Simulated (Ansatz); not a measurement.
Ansatz (a program for electronic structure) input:

Ansatz 0.2 input:
```yaml
crystal:
  lattice:
    - [6.6397700198, 0.0, 0.0]
    - [-3.3198850099, 5.7502095124, 0.0]
    - [0.0, 0.0, 4.1647381484]
  atoms:
    - { symbol: Y, position: [0.0, 0.6492859017, 0.0] }
    - { symbol: Y, position: [0.6492859017, 0.0, 0.0] }
    - { symbol: Y, position: [0.3507140983, 0.3507140983, 0.0] }
    - { symbol: Si, position: [0.6666666667, 0.3333333333, 0.5] }
    - { symbol: Si, position: [0.3333333333, 0.6666666667, 0.5] }
    - { symbol: Si, position: [0.0, 0.283030143, 0.5] }
    - { symbol: Si, position: [0.283030143, 0.0, 0.5] }
    - { symbol: Si, position: [0.716969857, 0.716969857, 0.5] }
kpoints:
  mp_grid: { grid: [7, 7, 10] }
hamiltonian:
  xc: r2scan
  pseudopotentials: { kind: paw }
scf:
  occupations: { method: gaussian, width: 0.05 }
checkpoint: { read: metal.run }
output: { bader: true, populations: true }
```

Output (shortened):

```
Pseudopotential: Y, paw, valence charge 11
Pseudopotential: Si, paw, valence charge 4
Functional definition: r2SCAN
Crystal: 8 atoms, lattice volume = 159.010 Å³
Basis set: ecut = 500 eV, 4035 PW (Γ), exchange–correlation on 200×200×128 points (64 copies of the dense FFT grid, shifted against one another)
Bands: 43, of which v1, the nominal top of the filled ones, is band 27 counted from 1 (26 counted from 0)
Symmetry: 12 space group operations
Space group: P-62m (ITA 189), of the structure as read, at distance tolerance 5.4e-5 Å
k-points: 48 of 490 (time reversal used)
Stability of the state it starts from, as read at its close in the unpolarized treatment …
iter 1 solved again at ethr=6.31e-7 eV; its pass at ethr=3.10e-3 eV (dr2=3.34e-4 eV) is discarded
SCF iter   1: F=—  HF=-14780.209132 eV  |F-HF|=—  |Δ(HF+E_count)|=         —  Δρ=6.60e-7  dr2=5.89e-10  dr2_τ=4.20e-11  ethr=6.31e-7  ⟨swp⟩=3.2  Hψ=14648  notcnv=0
preconditioner: auto → Kerker (q_TF=auto, 2.272 Å⁻¹)
SCF iter   2: F=—  HF=-14780.209147 eV  |F-HF|=—  |Δ(HF+E_count)|=   1.53e-5  Δρ=2.49e-7  dr2=9.75e-11  dr2_τ=3.56e-11  ethr=1.11e-12  ⟨swp⟩=8.4  Hψ=8497  notcnv=0
SCF iter   3: F=-14780.209147 eV  HF=-14780.209147 eV  |F-HF|=1.27e-11  |Δ(HF+E_count)|=  1.82e-11  Δρ=1.73e-7  dr2=4.82e-11  dr2_τ=2.65e-12  ethr=1.00e-12  ⟨swp⟩=1.0  Hψ=4344  notcnv=0
SCF 1 converged in 3 iterations: F = -14780.209147 eV  dr2 = 4.82e-11
SCF converged after 3 iterations
Free energy (F): -14780.209147 eV
Harris-Foulkes:  -14780.209147 eV  (|F-HF|=1.27e-11)
Internal energy: -14780.205606 eV  (E = F + TS)
E sigma→0 (E₀):  -14780.207377 eV
Entropy (-TS):   -0.003541 eV (-0.443 meV/atom)
Fermi energy:    10.863696 eV
--- Per-component energies (eV) ---
  E_band       = -256.564931
  E_kinetic    = 1124.923280
  E_local      = -1841.745041  (includes V_loc(G=0)·N_el)
  E_nonlocal   = 272.562939
  E_hartree    = 612.730621
  E_xc         = -767.660910
  E_vxc        = -923.399560  (∫ρ·V_xc dr)
  E_paw        = -11121.909105  (= ΣΔE_a)
  E_vpaw       = -160.558194  (= ΣTr[D̂ρ^β])
  E_aug_tail   = 0.000034  (compensation charges beyond the density's cutoff)
  E_vtau       = 46.190397  (kinetic-family band-sum trace: ∫τ·v_τ [+ j·A + Jᵃ·Aᵃ] dr)
  E_ewald      = -3058.263400
  E_core_change = -0.844025  (= ΣΔE_core)
  E_smearing   = -0.003541  (= −TS)
  E_closure    = 0.000000  (closes the sum)
  Σ components = -14780.209147   (vs F -14780.209147, Δ=0.00e0)
  [band-id]    e_kinetic+e_local+e_nonlocal+2·e_hartree+e_vxc+e_vpaw+e_augmentation_tail+e_vtau = -256.564902   (vs E_band -256.564931, Δ=2.95e-5)
--- Band table (eV; the first three rows and the last of 48) ---
  k-point 0: bands = ["-33.3118", "-33.2853", "-33.2853", "-12.8346", "-12.7769", "-12.7769", "-12.7377", "-12.7157", "-12.6772", "-12.6772", "-12.5664", "-12.5664", "-1.4813", "1.9148", "2.2577", "2.2577", "4.7567", "4.8974", "4.8974", "8.2948", "8.4348", …
  k-point 1: bands = ["-33.3113", "-33.2849", "-33.2849", "-12.8319", "-12.7747", "-12.7747", "-12.7523", "-12.7140", "-12.6873", "-12.6873", "-12.5654", "-12.5654", "-1.4001", "1.8865", "2.2439", "2.2439", "4.7503", "4.9978", "4.9978", "7.5880", "8.3485", …
  k-point 2: bands = ["-33.3102", "-33.2839", "-33.2839", "-12.8250", "-12.7899", "-12.7690", "-12.7690", "-12.7136", "-12.7136", "-12.7098", "-12.5629", "-12.5629", "-1.1759", "1.8126", "2.2070", "2.2070", "4.7324", "5.2755", "5.2755", "6.5885", "8.1723", …
  k-point 47: bands = ["-33.2946", "-33.2902", "-33.2850", "-12.8337", "-12.8161", "-12.8072", "-12.7987", "-12.7808", "-12.7202", "-12.6202", "-12.6038", "-12.5959", "0.0165", "0.2733", "1.5132", "4.2102", "4.8449", "5.9676", "6.4698", "6.6094", "6.8227", …
--- Löwdin populations: 8 sites ---
  site symbol       q [e]
     0      Y     10.6351
     1      Y     10.6351
     2      Y     10.6351
     3     Si      4.0966
     4     Si      4.0966
     5     Si      4.1761
     6     Si      4.1761
     7     Si      4.1761
  spilling = 0.007043 (of n_electrons = 53.000000)
--- Bader charges: 8 sites ---
  site symbol  charge [e]  shift [e]
     0      Y      1.5842     0.0000
     1      Y      1.5842     0.0000
     2      Y      1.5841     0.0000
     3     Si     -1.1051     0.0078
     4     Si     -1.1051     0.0078
     5     Si     -0.8475     0.0052
     6     Si     -0.8474     0.0052
     7     Si     -0.8474     0.0052
  shift: an alarm, by how much a part of what the PAW files miss would move the charge. Where it is large, compare
  with a run on PAW files of another source; a small one proves nothing
  estimated error of the sums over rays = 6.0e-4 e
```

Cost: about 110 core-seconds (a rough figure) on shared cores.

The start of the workflow was typed in or built on a structure type; neither database checked (COD, Materials Project) lists it. Whether it is the stable phase at ambient conditions was not checked. Symmetry was held in the r²SCAN relaxation; its stability against distortions is not shown here. No spin polarisation was allowed. Scalar-relativistic: spin–orbit coupling is off unless named, which matters more the heavier the elements.

Potentials: the later of the program's two PAW sets.

Ansatz is a plane-wave DFT program.
